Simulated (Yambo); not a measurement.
BSE-type run in Yambo on F (space group C2/c, No. 15), at zero momentum. LDA wavefunctions on a 4×4×1 mesh, a = b = 3.007 Å, c = 6.622 Å, α = β = 94.14°, γ = 63.57°.

Yambo input:
```
rim_cut
optics
bse
bss
dipoles
em1s
RandQpts= 1000000
RandGvec= 1 Ry
FFTGvecs= 40 Ry
Chimod= "HARTREE"
BSKmod= "SEX"
BSEmod= "resonant"
BSSmod= "hs"
BSENGexx= 15 Ry
BSENGBlk= 4 Ry
% KfnQP_E
 5.839 | 1.0 | 1.0 |
%
% BSEQptR
 1 | 1 |
%
% BSEBands
 6 | 16 |
%
% BEnRange
 0.0 | 16.2 | eV
%
% BDmRange
 0.15 | 0.15 | eV
%
BEnSteps= 324
% BLongDir
 1.0 | 0.0 | 0.0 |
%
BSHayTrs= -0.02
BSSNEig= 24
WRbsWF
% BndsRnXs
 1 | 33 |
%
NGsBlkXs= 4 Ry
% LongDrXs
 1.0 | 1.0 | 1.0 |
%
```

From the report:

The dimension is k points × valence × conduction bands = 16 × 9 × 2 = 288.
```
   [SLEPC] Approach                          : Krylov-Schur
   [SLEPC] Number of requested eigenvalues   :  24
   [SLEPC] Number of eigenvalues        [NEV]:  24
    [K] Dimension                                    :  288
    [K] Bands                                        :   6  16
    [K] Exchange res                                 : yes
    [K] Correlation res                              : yes
    [K] W interaction is bare                        : no
    [K] RL vectors exchange                          :   371
    [K] RL vectors correlation                       :   49
    [W] Matrix size                                  :   49
    [W] Bands                                        :    1   33
    [W] Coulomb Cutoff                               : none
    [W] Hxc Kernel                                   : HARTREE
```

Geometry of the Materials Project entry, not relaxed at this level.

The distance between layers or molecules is the database entry's, not relaxed here. Functionals without dispersion can leave it too large, which widens gaps and weakens the response across layers: the numbers belong to this cell.
